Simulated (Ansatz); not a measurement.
## Ansatz run, Sr₂ZnI₆Cl

The input, for Ansatz 0.2.0 (plane waves, PAW):

```yaml
crystal:
  lattice:
    - [0.0, 5.525556, 5.525556]
    - [5.525556, 0.0, 5.525556]
    - [5.525556, 5.525556, 0.0]
  atoms:
    - { symbol: Zn, position: [0.5, 0.5, 0.5] }
    - { symbol: Cl, position: [0.0, 0.0, 0.0] }
    - { symbol: I, position: [0.725, 0.275, 0.275] }
    - { symbol: I, position: [0.275, 0.725, 0.275] }
    - { symbol: I, position: [0.275, 0.725, 0.725] }
    - { symbol: I, position: [0.725, 0.275, 0.725] }
    - { symbol: I, position: [0.275, 0.275, 0.725] }
    - { symbol: I, position: [0.725, 0.725, 0.275] }
    - { symbol: Sr, position: [0.25, 0.25, 0.25] }
    - { symbol: Sr, position: [0.75, 0.75, 0.75] }
  symmetry: { tolerance: 0.0003 }
kpoints:
  mp_grid: { grid: [6, 6, 6], shift: [0, 0, 0] }
  band_path:
    path:
      - [0.0, 0.0, 0.0]
      - [0.5, 0.0, 0.5]
      - [0.625, 0.25, 0.625]
      - [0.375, 0.375, 0.75]
      - [0.0, 0.0, 0.0]
      - [0.5, 0.5, 0.5]
      - [0.5, 0.25, 0.75]
      - [0.5, 0.0, 0.5]
    npoints: 8
magnetization:
  spin_polarized: false
scf:
  occupations: { method: fermi_dirac, width: 0.0292 }
  lower_state_search: "off"
  max_iter: 200
hamiltonian:
  pseudopotentials: { kind: paw }
  xc: r2scan
basis:
  ecutwfc: 500
  fft_grid_basis: typed
output:
  forces: true
  stress: true
  eigenvalues: true
  bader: true
  populations: true
  elf: true
  write_potential: true
  volumetric_format: npy
  dos:
    e_range: [-12, 8]
    de: 0.05
    projected: { site_lists: { Cl: [Cl], I: [I], Sr: [Sr], Zn: [Zn] } }
checkpoint:
  read: saved_state
```

The run starts from an earlier solution of this cell. 

Excerpt of what it printed:

```
SCF iter   1: F=-56694.8433 eV  Δρ=6.18e-4  dr2=2.47e-3  dr2_τ=1.47e-4
SCF iter   2: F=-56694.8441 eV  Δρ=4.52e-4  dr2=8.12e-4  dr2_τ=1.03e-5
SCF iter   3: F=-56694.8442 eV  Δρ=2.31e-4  dr2=6.12e-4  dr2_τ=2.99e-6
SCF iter   4: F=-56694.8444 eV  Δρ=2.22e-4  dr2=4.01e-4  dr2_τ=7.99e-7
SCF iter   5: F=-56694.8446 eV  Δρ=1.05e-4  dr2=1.01e-4  dr2_τ=4.03e-7
SCF iter   6: F=-56694.8447 eV  Δρ=4.81e-5  dr2=1.93e-5  dr2_τ=1.46e-7
SCF iter   7: F=-56694.8449 eV  Δρ=3.30e-5  dr2=3.21e-6  dr2_τ=2.49e-8
SCF iter   8: F=-56694.8449 eV  Δρ=2.22e-5  dr2=1.59e-6  dr2_τ=3.89e-9
SCF iter   9: F=-56694.8449 eV  Δρ=1.42e-5  dr2=5.81e-7  dr2_τ=3.96e-9
SCF iter  10: F=-56694.8449 eV  Δρ=2.62e-6  dr2=1.89e-8  dr2_τ=1.04e-9
Free energy (F): -56694.8449 eV
Harris-Foulkes:  -56694.8449 eV  (|F-HF|=6.90e-9)
Internal energy: -56694.8227 eV  (E = F + TS)
E sigma→0 (E₀):  -56694.8338 eV
Entropy (-TS):   -0.0221 eV (-2.212 meV/atom)
Fermi energy:    7.7811 eV
--- Per-component energies (eV) ---
  E_band       = -2477.1054
  E_kinetic    = 1925.0057
  E_local      = -17020.6137  (includes V_loc(G=0)·N_el)
  E_nonlocal   = 502.5135
  E_hartree    = 8236.8414
  E_xc         = -1287.3010
  E_vxc        = -1390.4889  (∫ρ·V_xc dr)
  E_paw        = -36975.2089  (= ΣΔE_a)
  E_vpaw       = -3045.1224  (= ΣTr[D̂ρ^β])
  E_aug_tail   = -0.0002  (compensation charges beyond the density's cutoff)
  E_vtau       = 77.9175  (kinetic-family band-sum trace: ∫τ·v_τ [+ j·A + Jᵃ·Aᵃ] dr)
  E_ewald      = -12075.8868
  E_core_change = -0.1728  (= ΣΔE_core)
  E_smearing   = -0.0221  (= −TS)
--- Forces (eV/Å), atoms counted from 1 ---
  atom   1  Zn     0.0000     0.0000     0.0000
  atom   2  Cl     0.0000     0.0000     0.0000
  atom   3  I     -2.7799     0.0000     0.0000
  atom   4  I      0.0000    -2.7799     0.0000
  atom   5  I      2.7799     0.0000     0.0000
  atom   6  I      0.0000     2.7799     0.0000
  atom   7  I      0.0000     0.0000    -2.7799
  atom   8  I      0.0000     0.0000     2.7799
  atom   9  Sr     0.0000     0.0000     0.0000
  atom  10  Sr     0.0000     0.0000     0.0000
--- Stress (GPa, compression-positive) ---
        7.1092       0.0000       0.0000
        0.0000       7.1092       0.0000
        0.0000       0.0000       7.1092
  P = ⅓ Tr σ = 7.1092 GPa (71.092 kbar)
--- Bader charges: 10 sites ---
  site symbol  charge [e]  shift [e]
     0     Zn      0.6994     0.0025
     1     Cl     -0.5728     0.0000
     2      I     -0.5760     0.0004
     3      I     -0.5761     0.0004
     4      I     -0.5760     0.0004
     5      I     -0.5761     0.0004
     6      I     -0.5761     0.0004
     7      I     -0.5760     0.0004
     8     Sr      1.6648     0.0000
     9     Sr      1.6648     0.0000
```

Origin: a known structure type with other elements, at an estimated volume, so it need not be a known compound. Caveats: many states at the Fermi level without spin polarisation, so a magnetic state may lie lower; atoms or cell far from equilibrium.
